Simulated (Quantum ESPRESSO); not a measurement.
Mg3AlOF7 (made-up cell), Zr2TiO4F4 (made-up cell, one site empty) (calculated)

Computed with Quantum ESPRESSO 7.5. Calculation on a made-up crystal cell, not a measurement, run twice, once with a planted mistake found by running each candidate: periodic Kohn-Sham density functional theory in plane waves with PseudoDojo standard norm-conserving scalar-relativistic pseudopotentials, each functional with its own files (v0.5 for PBE, v0.4.1 for LDA and PBEsol), no spin polarisation, no spin-orbit coupling, atoms not relaxed, stress positive in tension, energies less a fixed whole-eV offset for each atom's element; levels are Kohn-Sham levels at fractions of this cell's reciprocal vectors, counted from the reference band (half the neutral cell's valence electrons, rounded up) at Gamma; error bars cover cutoff and k-mesh only, not smearing or the files; each bar is the largest change over components, and at least 0.002 eV, 0.002 eV per angstrom or 0.02 GPa; a charged cell sits in a uniform background, with energy and stress on this program's zero of potential; no dispersion term; energies are for the whole cell, and the offsets were chosen from early runs and are not element reference energies; a distance is the largest change of any value in units of its error bar (the energy's for the smearing term), a scale change is of lengths, and a coarse mesh keeps the half-step shift.

Common to all entries: lattice type fluorite; intended functional pbe; intended cutoff 1143 eV; intended fermi dirac smearing 0.025 eV; intended scf tolerance 1e-07 eV; intended electrons removed 0; healthy smearing term minus ts 0 eV; healthy reference band 44; faulty reference band 44; candidate functional pbesol; candidate scf tolerance 0.2 eV; structure shown as intended, without the mistake.

```json
{"entry": 1, "formula": "Mg3AlOF7", "kind": "made-up cell", "intended_structure": {"cell_angstrom": [[4.8981, 0.0683, -0.0195], [0.0683, 5.0083, -0.0226], [-0.0195, -0.0226, 5.0039]], "atoms_fractional": [["Al", -0.0089, -0.01979, -0.01345], ["Mg", 0.01204, 0.52255, 0.53067], ["Mg", 0.53048, 0.00358, 0.45033], ["Mg", 0.50553, 0.50313, -0.01145], ["F", 0.29489, 0.23604, 0.23084], ["F", 0.27145, 0.2622, 0.75837], ["F", 0.26021, 0.71336, 0.24411], ["F", 0.23714, 0.74407, 0.76673], ["O", 0.71377, 0.24778, 0.27391], ["F", 0.76499, 0.25824, 0.72477], ["F", 0.71859, 0.74804, 0.27855], ["F", 0.73863, 0.75352, 0.70901]]}, "given": {"healthy_free_energy_less_offsets [eV]": 33.357, "healthy_scf_iterations": 12, "healthy_pressure [GPa]": 6.85, "healthy_stress_xx [GPa]": -11.62, "healthy_stress_yy [GPa]": -3.9, "healthy_stress_zz [GPa]": -5.04, "healthy_stress_yz [GPa]": 2.13, "healthy_stress_xz [GPa]": 0.23, "healthy_stress_xy [GPa]": -2.42, "faulty_free_energy_less_offsets [eV]": 33.22, "faulty_scf_iterations": 12, "faulty_smearing_term_minus_ts [eV]": -0.399, "faulty_pressure [GPa]": 7.73, "faulty_stress_xx [GPa]": -11.79, "faulty_stress_yy [GPa]": -5.22, "faulty_stress_zz [GPa]": -6.19, "faulty_stress_yz [GPa]": 1.84, "faulty_stress_xz [GPa]": 0.29, "faulty_stress_xy [GPa]": -2.17, "candidate_k_points_along_each_vector": 1, "candidate_cutoff [eV]": 726, "candidate_smearing [eV]": 0.41, "candidate_electrons_removed": 1, "candidate_scale_change [percent]": -0.67, "candidate_first_exchanged_site": 9, "candidate_second_exchanged_site": 10, "intended_k_mesh": "5 x 4 x 4, shifted by half a step", "atom_site": [1, 2, 3, 4, 5, 6, 7, 8, 9, 10, 11, 12], "atom_energy_offset [eV]": [-64, -1617, -1617, -1617, -677, -677, -677, -677, -452, -677, -677, -677], "healthy_force_site": [1, 2, 3, 4, 5, 6, 7, 8, 9, 10, 11, 12], "healthy_force_x [eV/angstrom]": [-0.615, -0.606, -1.985, 0.812, -4.248, -0.8, -1.986, -0.796, 6.101, 0.981, 2.697, 0.443], "healthy_force_y [eV/angstrom]": [2.655, -2.25, 0.873, -1.688, -1.205, -0.819, 1.197, 1.594, 1.083, -0.734, -1.49, 0.784], "healthy_force_z [eV/angstrom]": [1.543, -2.092, 1.905, 1.236, -0.367, -0.557, 0.089, 0.532, -4.198, 2.231, -3.511, 3.188], "healthy_level_k_point": ["Gamma", "(1/2,1/2,1/2)", "(0.15,0,0)", "(0,0.15,0)", "(0,0,0.15)"], "healthy_next_band_up [eV]": [0.414, 2.33, 0.719, 0.624, 0.656], "faulty_force_site": [1, 2, 3, 4, 5, 6, 7, 8, 9, 10, 11, 12], "faulty_force_x [eV/angstrom]": [-0.546, -0.537, -2.041, 0.753, -4.021, -0.753, -1.906, -0.658, 5.781, 0.934, 2.65, 0.345], "faulty_force_y [eV/angstrom]": [2.432, -2.081, 0.718, -1.516, -1.126, -0.769, 1.123, 1.471, 1.189, -0.666, -1.489, 0.715], "faulty_force_z [eV/angstrom]": [1.369, -1.956, 2.049, 1.112, -0.301, -0.584, 0.173, 0.413, -4.032, 2.144, -3.448, 3.061], "faulty_level_k_point": ["Gamma", "(1/2,1/2,1/2)", "(0.15,0,0)", "(0,0.15,0)", "(0,0,0.15)"], "faulty_next_band_up [eV]": [0.698, 2.63, 0.988, 0.911, 0.94], "candidate_mistake": ["coarse kmesh", "low cutoff", "wide smearing", "wrong functional", "loose scf", "wrong charge", "cell scaled", "atoms exchanged"]}, "results": {"fault_kind": "wide smearing", "other_mistakes_compared": 7, "distance_from_healthy [error bars]": 150.4, "distance_from_nearest_other_mistake [error bars]": 110.5, "healthy_error_bar_energy [eV]": 0.003607, "healthy_error_bar_stress [GPa]": 0.02698, "healthy_error_bar_force [eV/angstrom]": 0.00471, "healthy_error_bar_next_band_up [eV]": 0.002}}
{"entry": 2, "formula": "Mg3AlOF7", "kind": "made-up cell", "intended_structure": {"cell_angstrom": [[4.8981, 0.0683, -0.0195], [0.0683, 5.0083, -0.0226], [-0.0195, -0.0226, 5.0039]], "atoms_fractional": [["Al", -0.0089, -0.01979, -0.01345], ["Mg", 0.01204, 0.52255, 0.53067], ["Mg", 0.53048, 0.00358, 0.45033], ["Mg", 0.50553, 0.50313, -0.01145], ["F", 0.29489, 0.23604, 0.23084], ["F", 0.27145, 0.2622, 0.75837], ["F", 0.26021, 0.71336, 0.24411], ["F", 0.23714, 0.74407, 0.76673], ["O", 0.71377, 0.24778, 0.27391], ["F", 0.76499, 0.25824, 0.72477], ["F", 0.71859, 0.74804, 0.27855], ["F", 0.73863, 0.75352, 0.70901]]}, "given": {"healthy_free_energy_less_offsets [eV]": 33.357, "healthy_scf_iterations": 12, "healthy_pressure [GPa]": 6.85, "healthy_stress_xx [GPa]": -11.62, "healthy_stress_yy [GPa]": -3.9, "healthy_stress_zz [GPa]": -5.04, "healthy_stress_yz [GPa]": 2.13, "healthy_stress_xz [GPa]": 0.23, "healthy_stress_xy [GPa]": -2.42, "faulty_free_energy_less_offsets [eV]": 33.483, "faulty_scf_iterations": 11, "faulty_smearing_term_minus_ts [eV]": 0.0, "faulty_pressure [GPa]": 9.63, "faulty_stress_xx [GPa]": -14.6, "faulty_stress_yy [GPa]": -6.59, "faulty_stress_zz [GPa]": -7.69, "faulty_stress_yz [GPa]": 2.22, "faulty_stress_xz [GPa]": 0.28, "faulty_stress_xy [GPa]": -2.39, "candidate_k_points_along_each_vector": 1, "candidate_cutoff [eV]": 726, "candidate_smearing [eV]": 0.41, "candidate_electrons_removed": 1, "candidate_scale_change [percent]": -0.67, "candidate_first_exchanged_site": 9, "candidate_second_exchanged_site": 10, "intended_k_mesh": "5 x 4 x 4, shifted by half a step", "atom_site": [1, 2, 3, 4, 5, 6, 7, 8, 9, 10, 11, 12], "atom_energy_offset [eV]": [-64, -1617, -1617, -1617, -677, -677, -677, -677, -452, -677, -677, -677], "healthy_force_site": [1, 2, 3, 4, 5, 6, 7, 8, 9, 10, 11, 12], "healthy_force_x [eV/angstrom]": [-0.615, -0.606, -1.985, 0.812, -4.248, -0.8, -1.986, -0.796, 6.101, 0.981, 2.697, 0.443], "healthy_force_y [eV/angstrom]": [2.655, -2.25, 0.873, -1.688, -1.205, -0.819, 1.197, 1.594, 1.083, -0.734, -1.49, 0.784], "healthy_force_z [eV/angstrom]": [1.543, -2.092, 1.905, 1.236, -0.367, -0.557, 0.089, 0.532, -4.198, 2.231, -3.511, 3.188], "healthy_level_k_point": ["Gamma", "(1/2,1/2,1/2)", "(0.15,0,0)", "(0,0.15,0)", "(0,0,0.15)"], "healthy_next_band_up [eV]": [0.414, 2.33, 0.719, 0.624, 0.656], "faulty_force_site": [1, 2, 3, 4, 5, 6, 7, 8, 9, 10, 11, 12], "faulty_force_x [eV/angstrom]": [-0.655, -0.601, -2.179, 0.889, -4.47, -0.824, -2.069, -0.756, 6.399, 1.0, 2.853, 0.414], "faulty_force_y [eV/angstrom]": [2.736, -2.35, 0.867, -1.703, -1.229, -0.893, 1.249, 1.669, 1.207, -0.772, -1.599, 0.82], "faulty_force_z [eV/angstrom]": [1.621, -2.218, 2.117, 1.241, -0.391, -0.593, 0.116, 0.52, -4.365, 2.319, -3.694, 3.328], "faulty_level_k_point": ["Gamma", "(1/2,1/2,1/2)", "(0.15,0,0)", "(0,0.15,0)", "(0,0,0.15)"], "faulty_next_band_up [eV]": [0.482, 2.44, 0.787, 0.695, 0.727], "candidate_mistake": ["coarse kmesh", "low cutoff", "wide smearing", "wrong functional", "loose scf", "wrong charge", "cell scaled", "atoms exchanged"]}, "results": {"fault_kind": "cell scaled", "other_mistakes_compared": 7, "distance_from_healthy [error bars]": 110.7, "distance_from_nearest_other_mistake [error bars]": 89.94, "healthy_error_bar_energy [eV]": 0.003607, "healthy_error_bar_stress [GPa]": 0.02698, "healthy_error_bar_force [eV/angstrom]": 0.00471, "healthy_error_bar_next_band_up [eV]": 0.002}}
{"entry": 3, "formula": "Zr2TiO4F4", "kind": "made-up cell, one site empty", "intended_structure": {"cell_angstrom": [[4.8707, 0.0371, -0.0202], [0.0371, 4.9642, -0.0353], [-0.0202, -0.0353, 4.9273]], "atoms_fractional": [["Ti", 0.01543, -0.01879, 0.01367], ["Zr", 0.47362, 0.00822, 0.51737], ["Zr", 0.47737, 0.50402, -0.00896], ["F", 0.20266, 0.24975, 0.23536], ["F", 0.25032, 0.22747, 0.76118], ["O", 0.22191, 0.74399, 0.22569], ["F", 0.23422, 0.76185, 0.75196], ["O", 0.74828, 0.25749, 0.28291], ["F", 0.75831, 0.23652, 0.73246], ["O", 0.76098, 0.74345, 0.25136], ["O", 0.737, 0.76339, 0.73836]]}, "given": {"empty_site": 2, "healthy_free_energy_less_offsets [eV]": 17.94, "healthy_scf_iterations": 17, "healthy_pressure [GPa]": 13.65, "healthy_stress_xx [GPa]": -10.04, "healthy_stress_yy [GPa]": -14.84, "healthy_stress_zz [GPa]": -16.07, "healthy_stress_yz [GPa]": -4.8, "healthy_stress_xz [GPa]": 2.51, "healthy_stress_xy [GPa]": 1.8, "faulty_free_energy_less_offsets [eV]": 17.79, "faulty_scf_iterations": 18, "faulty_smearing_term_minus_ts [eV]": 0.0, "faulty_pressure [GPa]": 13.24, "faulty_stress_xx [GPa]": -9.47, "faulty_stress_yy [GPa]": -14.61, "faulty_stress_zz [GPa]": -15.63, "faulty_stress_yz [GPa]": -4.71, "faulty_stress_xz [GPa]": 2.38, "faulty_stress_xy [GPa]": 1.8, "candidate_k_points_along_each_vector": 2, "candidate_cutoff [eV]": 572, "candidate_smearing [eV]": 0.71, "candidate_electrons_removed": -1, "candidate_scale_change [percent]": 1.1, "candidate_first_exchanged_site": 6, "candidate_second_exchanged_site": 12, "intended_k_mesh": "5 x 5 x 5, shifted by half a step", "atom_site": [1, 3, 4, 5, 6, 7, 8, 9, 10, 11, 12], "atom_energy_offset [eV]": [-1614, -1377, -1377, -677, -677, -452, -677, -452, -677, -452, -452], "healthy_force_site": [1, 3, 4, 5, 6, 7, 8, 9, 10, 11, 12], "healthy_force_x [eV/angstrom]": [-7.045, 7.104, 6.529, 1.378, -1.879, 1.886, -1.213, -3.281, -0.135, -1.819, -1.525], "healthy_force_y [eV/angstrom]": [-3.353, -3.323, 2.811, 0.29, 1.762, 1.451, -0.997, -1.281, 1.148, 1.332, 0.16], "healthy_force_z [eV/angstrom]": [3.95, -6.468, 4.326, 0.218, 0.628, -0.147, -1.136, -2.934, 2.108, -2.183, 1.638], "healthy_level_k_point": ["Gamma", "(1/2,1/2,1/2)", "(0.15,0,0)", "(0,0.15,0)", "(0,0,0.15)"], "healthy_next_band_up [eV]": [0.589, 0.644, 0.626, 0.611, 0.644], "faulty_force_site": [1, 3, 4, 5, 6, 7, 8, 9, 10, 11, 12], "faulty_force_x [eV/angstrom]": [-7.11, 7.091, 6.529, 1.399, -1.912, 1.879, -1.216, -3.209, -0.149, -1.849, -1.454], "faulty_force_y [eV/angstrom]": [-3.264, -3.357, 2.766, 0.271, 1.748, 1.441, -0.995, -1.275, 1.148, 1.365, 0.152], "faulty_force_z [eV/angstrom]": [3.844, -6.471, 4.325, 0.254, 0.651, -0.071, -1.124, -2.994, 2.121, -2.179, 1.643], "faulty_level_k_point": ["Gamma", "(1/2,1/2,1/2)", "(0.15,0,0)", "(0,0.15,0)", "(0,0,0.15)"], "faulty_next_band_up [eV]": [0.617, 0.669, 0.653, 0.639, 0.671], "candidate_mistake": ["coarse kmesh", "low cutoff", "wide smearing", "wrong functional", "loose scf", "wrong charge", "cell scaled", "atoms exchanged"]}, "results": {"fault_kind": "coarse kmesh", "other_mistakes_compared": 7, "distance_from_healthy [error bars]": 49.71, "distance_from_nearest_other_mistake [error bars]": 152.5, "healthy_error_bar_energy [eV]": 0.003017, "healthy_error_bar_stress [GPa]": 0.03199, "healthy_error_bar_force [eV/angstrom]": 0.002352, "healthy_error_bar_next_band_up [eV]": 0.002}}
{"entry": 4, "formula": "Zr2TiO4F4", "kind": "made-up cell, one site empty", "intended_structure": {"cell_angstrom": [[4.8707, 0.0371, -0.0202], [0.0371, 4.9642, -0.0353], [-0.0202, -0.0353, 4.9273]], "atoms_fractional": [["Ti", 0.01543, -0.01879, 0.01367], ["Zr", 0.47362, 0.00822, 0.51737], ["Zr", 0.47737, 0.50402, -0.00896], ["F", 0.20266, 0.24975, 0.23536], ["F", 0.25032, 0.22747, 0.76118], ["O", 0.22191, 0.74399, 0.22569], ["F", 0.23422, 0.76185, 0.75196], ["O", 0.74828, 0.25749, 0.28291], ["F", 0.75831, 0.23652, 0.73246], ["O", 0.76098, 0.74345, 0.25136], ["O", 0.737, 0.76339, 0.73836]]}, "given": {"empty_site": 2, "healthy_free_energy_less_offsets [eV]": 17.94, "healthy_scf_iterations": 17, "healthy_pressure [GPa]": 13.65, "healthy_stress_xx [GPa]": -10.04, "healthy_stress_yy [GPa]": -14.84, "healthy_stress_zz [GPa]": -16.07, "healthy_stress_yz [GPa]": -4.8, "healthy_stress_xz [GPa]": 2.51, "healthy_stress_xy [GPa]": 1.8, "faulty_free_energy_less_offsets [eV]": 41.739, "faulty_scf_iterations": 17, "faulty_smearing_term_minus_ts [eV]": 0.0, "faulty_pressure [GPa]": -103.88, "faulty_stress_xx [GPa]": 107.72, "faulty_stress_yy [GPa]": 102.72, "faulty_stress_zz [GPa]": 101.19, "faulty_stress_yz [GPa]": -4.88, "faulty_stress_xz [GPa]": 2.48, "faulty_stress_xy [GPa]": 1.4, "candidate_k_points_along_each_vector": 2, "candidate_cutoff [eV]": 572, "candidate_smearing [eV]": 0.71, "candidate_electrons_removed": -1, "candidate_scale_change [percent]": 1.1, "candidate_first_exchanged_site": 6, "candidate_second_exchanged_site": 12, "intended_k_mesh": "5 x 5 x 5, shifted by half a step", "atom_site": [1, 3, 4, 5, 6, 7, 8, 9, 10, 11, 12], "atom_energy_offset [eV]": [-1614, -1377, -1377, -677, -677, -452, -677, -452, -677, -452, -452], "healthy_force_site": [1, 3, 4, 5, 6, 7, 8, 9, 10, 11, 12], "healthy_force_x [eV/angstrom]": [-7.045, 7.104, 6.529, 1.378, -1.879, 1.886, -1.213, -3.281, -0.135, -1.819, -1.525], "healthy_force_y [eV/angstrom]": [-3.353, -3.323, 2.811, 0.29, 1.762, 1.451, -0.997, -1.281, 1.148, 1.332, 0.16], "healthy_force_z [eV/angstrom]": [3.95, -6.468, 4.326, 0.218, 0.628, -0.147, -1.136, -2.934, 2.108, -2.183, 1.638], "healthy_level_k_point": ["Gamma", "(1/2,1/2,1/2)", "(0.15,0,0)", "(0,0.15,0)", "(0,0,0.15)"], "healthy_next_band_up [eV]": [0.589, 0.644, 0.626, 0.611, 0.644], "faulty_force_site": [1, 3, 4, 5, 6, 7, 8, 9, 10, 11, 12], "faulty_force_x [eV/angstrom]": [-6.893, 7.22, 6.684, 1.385, -1.994, 1.578, -1.325, -3.069, 0.011, -2.211, -1.385], "faulty_force_y [eV/angstrom]": [-3.174, -3.418, 2.889, 0.3, 1.846, 1.723, -1.057, -1.38, 1.126, 0.986, 0.16], "faulty_force_z [eV/angstrom]": [4.208, -6.804, 4.456, 0.122, 0.69, -0.378, -1.212, -3.033, 2.236, -1.957, 1.672], "faulty_level_k_point": ["Gamma", "(1/2,1/2,1/2)", "(0.15,0,0)", "(0,0.15,0)", "(0,0,0.15)"], "faulty_next_band_up [eV]": [0.741, 0.896, 0.797, 0.782, 0.817], "candidate_mistake": ["coarse kmesh", "low cutoff", "wide smearing", "wrong functional", "loose scf", "wrong charge", "cell scaled", "atoms exchanged"]}, "results": {"fault_kind": "low cutoff", "other_mistakes_compared": 7, "distance_from_healthy [error bars]": 7890.0, "distance_from_nearest_other_mistake [error bars]": 3467.0, "healthy_error_bar_energy [eV]": 0.003017, "healthy_error_bar_stress [GPa]": 0.03199, "healthy_error_bar_force [eV/angstrom]": 0.002352, "healthy_error_bar_next_band_up [eV]": 0.002}}
{"entry": 5, "formula": "Zr2TiO4F4", "kind": "made-up cell, one site empty", "intended_structure": {"cell_angstrom": [[4.8707, 0.0371, -0.0202], [0.0371, 4.9642, -0.0353], [-0.0202, -0.0353, 4.9273]], "atoms_fractional": [["Ti", 0.01543, -0.01879, 0.01367], ["Zr", 0.47362, 0.00822, 0.51737], ["Zr", 0.47737, 0.50402, -0.00896], ["F", 0.20266, 0.24975, 0.23536], ["F", 0.25032, 0.22747, 0.76118], ["O", 0.22191, 0.74399, 0.22569], ["F", 0.23422, 0.76185, 0.75196], ["O", 0.74828, 0.25749, 0.28291], ["F", 0.75831, 0.23652, 0.73246], ["O", 0.76098, 0.74345, 0.25136], ["O", 0.737, 0.76339, 0.73836]]}, "given": {"empty_site": 2, "healthy_free_energy_less_offsets [eV]": 17.94, "healthy_scf_iterations": 17, "healthy_pressure [GPa]": 13.65, "healthy_stress_xx [GPa]": -10.04, "healthy_stress_yy [GPa]": -14.84, "healthy_stress_zz [GPa]": -16.07, "healthy_stress_yz [GPa]": -4.8, "healthy_stress_xz [GPa]": 2.51, "healthy_stress_xy [GPa]": 1.8, "faulty_free_energy_less_offsets [eV]": 30.329, "faulty_scf_iterations": 21, "faulty_smearing_term_minus_ts [eV]": -0.025, "faulty_pressure [GPa]": 37.64, "faulty_stress_xx [GPa]": -34.49, "faulty_stress_yy [GPa]": -39.01, "faulty_stress_zz [GPa]": -39.42, "faulty_stress_yz [GPa]": -3.71, "faulty_stress_xz [GPa]": 2.08, "faulty_stress_xy [GPa]": 1.78, "candidate_k_points_along_each_vector": 2, "candidate_cutoff [eV]": 572, "candidate_smearing [eV]": 0.71, "candidate_electrons_removed": -1, "candidate_scale_change [percent]": 1.1, "candidate_first_exchanged_site": 6, "candidate_second_exchanged_site": 12, "intended_k_mesh": "5 x 5 x 5, shifted by half a step", "atom_site": [1, 3, 4, 5, 6, 7, 8, 9, 10, 11, 12], "atom_energy_offset [eV]": [-1614, -1377, -1377, -677, -677, -452, -677, -452, -677, -452, -452], "healthy_force_site": [1, 3, 4, 5, 6, 7, 8, 9, 10, 11, 12], "healthy_force_x [eV/angstrom]": [-7.045, 7.104, 6.529, 1.378, -1.879, 1.886, -1.213, -3.281, -0.135, -1.819, -1.525], "healthy_force_y [eV/angstrom]": [-3.353, -3.323, 2.811, 0.29, 1.762, 1.451, -0.997, -1.281, 1.148, 1.332, 0.16], "healthy_force_z [eV/angstrom]": [3.95, -6.468, 4.326, 0.218, 0.628, -0.147, -1.136, -2.934, 2.108, -2.183, 1.638], "healthy_level_k_point": ["Gamma", "(1/2,1/2,1/2)", "(0.15,0,0)", "(0,0.15,0)", "(0,0,0.15)"], "healthy_next_band_up [eV]": [0.589, 0.644, 0.626, 0.611, 0.644], "faulty_force_site": [1, 3, 4, 5, 6, 7, 8, 9, 10, 11, 12], "faulty_force_x [eV/angstrom]": [-6.704, 6.97, 6.453, 1.581, -2.183, 2.564, -1.165, -3.466, 0.056, -2.314, -1.791], "faulty_force_y [eV/angstrom]": [-2.156, -3.752, 3.218, 0.66, 1.836, 0.445, -1.25, -1.358, 1.044, 1.185, 0.127], "faulty_force_z [eV/angstrom]": [2.771, -7.014, 4.704, 0.466, 0.749, 0.491, -1.207, -2.661, 2.134, -1.914, 1.481], "faulty_level_k_point": ["Gamma", "(1/2,1/2,1/2)", "(0.15,0,0)", "(0,0.15,0)", "(0,0,0.15)"], "faulty_next_band_up [eV]": [1.138, 1.343, 1.185, 1.176, 1.191], "candidate_mistake": ["coarse kmesh", "low cutoff", "wide smearing", "wrong functional", "loose scf", "wrong charge", "cell scaled", "atoms exchanged"]}, "results": {"fault_kind": "wrong charge", "other_mistakes_compared": 7, "distance_from_healthy [error bars]": 4107.0, "distance_from_nearest_other_mistake [error bars]": 1913.0, "healthy_error_bar_energy [eV]": 0.003017, "healthy_error_bar_stress [GPa]": 0.03199, "healthy_error_bar_force [eV/angstrom]": 0.002352, "healthy_error_bar_next_band_up [eV]": 0.002}}
```
